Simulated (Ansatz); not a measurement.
ZrO₂:
```cif
data_O8Zr4
_chemical_formula_sum 'Zr4 O8'
_space_group_name_H-M_alt 'Fm-3m'
_space_group_IT_number 225
_space_group_name_Hall '-F 4 2 3'
_cell_length_a 5.11588
_cell_length_b 5.11588
_cell_length_c 5.11588
_cell_angle_alpha 90.000
_cell_angle_beta 90.000
_cell_angle_gamma 90.000
loop_
_atom_site_label
_atom_site_type_symbol
_atom_site_symmetry_multiplicity
_atom_site_Wyckoff_symbol
_atom_site_fract_x
_atom_site_fract_y
_atom_site_fract_z
_atom_site_occupancy
Zr1 Zr 4 a 0.00000 0.00000 0.00000 1
O1 O 8 c 0.25000 0.25000 0.25000 1
```
(The calculation used a cell of 3 atoms; values per cell refer to that cell.)

Relaxed with PBE.

Question: Which orbitals make up the states near the band edges in PBE in the plane-wave PAW code Ansatz?

Answer: Top 1 eV of the valence band: O 2p 93 %. Bottom 1 eV of the conduction band: Zr 4d 87 %, O 2p 11 %. Projections are on Löwdin-orthogonalised atomic valence shells; empty p or d shells of many metals are not among them.

Question: Tabulate the density of states.

Answer: States/eV per cell of 3 atoms, in 0.25 eV bins, energy from the valence-band maximum.

| E (eV) | total | O 2p | Zr 4d | O 2s |
|---|---|---|---|---|
| -5.95 | 0.00 | 0.00 | 0.00 | 0.00 |
| -5.70 | 0.16 | 0.11 | 0.04 | 0.00 |
| -5.45 | 0.38 | 0.25 | 0.10 | 0.00 |
| -5.20 | 0.61 | 0.41 | 0.15 | 0.00 |
| -4.95 | 1.45 | 0.98 | 0.41 | 0.01 |
| -4.70 | 3.38 | 2.33 | 0.93 | 0.01 |
| -4.45 | 3.34 | 2.32 | 0.94 | 0.01 |
| -4.20 | 2.01 | 1.44 | 0.51 | 0.01 |
| -3.95 | 3.20 | 2.41 | 0.64 | 0.02 |
| -3.70 | 2.47 | 1.95 | 0.39 | 0.02 |
| -3.45 | 2.06 | 1.66 | 0.28 | 0.03 |
| -3.20 | 2.63 | 2.14 | 0.32 | 0.04 |
| -2.95 | 1.74 | 1.44 | 0.19 | 0.03 |
| -2.70 | 1.22 | 1.00 | 0.13 | 0.03 |
| -2.45 | 1.61 | 1.33 | 0.17 | 0.04 |
| -2.20 | 2.09 | 1.77 | 0.22 | 0.03 |
| -1.95 | 2.32 | 1.98 | 0.24 | 0.03 |
| -1.70 | 2.46 | 2.13 | 0.23 | 0.03 |
| -1.45 | 2.53 | 2.18 | 0.26 | 0.03 |
| -1.20 | 4.52 | 3.97 | 0.42 | 0.02 |
| -0.95 | 2.80 | 2.54 | 0.18 | 0.02 |
| -0.70 | 3.13 | 2.90 | 0.15 | 0.02 |
| -0.45 | 1.33 | 1.27 | 0.03 | 0.01 |
| -0.20 | 0.57 | 0.55 | 0.01 | 0.00 |
| 0.05 | 0.02 | 0.02 | 0.00 | 0.00 |
| 0.30 | 0.00 | 0.00 | 0.00 | 0.00 |
| 0.55 | 0.00 | 0.00 | 0.00 | 0.00 |
| 0.80 | 0.00 | 0.00 | 0.00 | 0.00 |
| 1.05 | 0.00 | 0.00 | 0.00 | 0.00 |
| 1.30 | 0.00 | 0.00 | 0.00 | 0.00 |
| 1.55 | 0.00 | 0.00 | 0.00 | 0.00 |
| 1.80 | 0.00 | 0.00 | 0.00 | 0.00 |
| 2.05 | 0.00 | 0.00 | 0.00 | 0.00 |
| 2.30 | 0.00 | 0.00 | 0.00 | 0.00 |
| 2.55 | 0.00 | 0.00 | 0.00 | 0.00 |
| 2.80 | 0.00 | 0.00 | 0.00 | 0.00 |
| 3.05 | 0.00 | 0.00 | 0.00 | 0.00 |
| 3.30 | 0.03 | 0.00 | 0.03 | 0.00 |
| 3.55 | 0.35 | 0.01 | 0.34 | 0.00 |
| 3.80 | 2.72 | 0.18 | 2.49 | 0.01 |
| 4.05 | 5.97 | 0.76 | 5.05 | 0.04 |
| 4.30 | 3.73 | 0.46 | 3.22 | 0.01 |
| 4.55 | 3.19 | 0.25 | 2.90 | 0.00 |
| 4.80 | 0.00 | 0.00 | 0.00 | 0.00 |
| 5.05 | 0.00 | 0.00 | 0.00 | 0.00 |
| 5.30 | 0.00 | 0.00 | 0.00 | 0.00 |
| 5.55 | 0.00 | 0.00 | 0.00 | 0.00 |
| 5.80 | 0.31 | 0.01 | 0.24 | 0.06 |
| 6.05 | 3.15 | 0.16 | 2.35 | 0.47 |
| 6.30 | 1.90 | 0.18 | 1.33 | 0.24 |
| 6.55 | 2.01 | 0.27 | 1.35 | 0.21 |
| 6.80 | 2.08 | 0.34 | 1.33 | 0.18 |
| 7.05 | 2.08 | 0.38 | 1.20 | 0.18 |
| 7.30 | 2.82 | 0.65 | 1.88 | 0.09 |
| 7.55 | 2.53 | 0.65 | 1.70 | 0.05 |
| 7.80 | 2.24 | 0.62 | 1.47 | 0.03 |
| 8.05 | 2.09 | 0.62 | 1.35 | 0.02 |

This is a known high-temperature phase of the composition, computed here at zero pressure and temperature. The PBE relaxation kept the symmetry of its start; its stability against distortions is not shown here. The run is not spin-polarised. Scalar-relativistic: spin–orbit coupling is off unless named, which matters more the heavier the elements.

Potentials: the later of the program's two PAW sets.
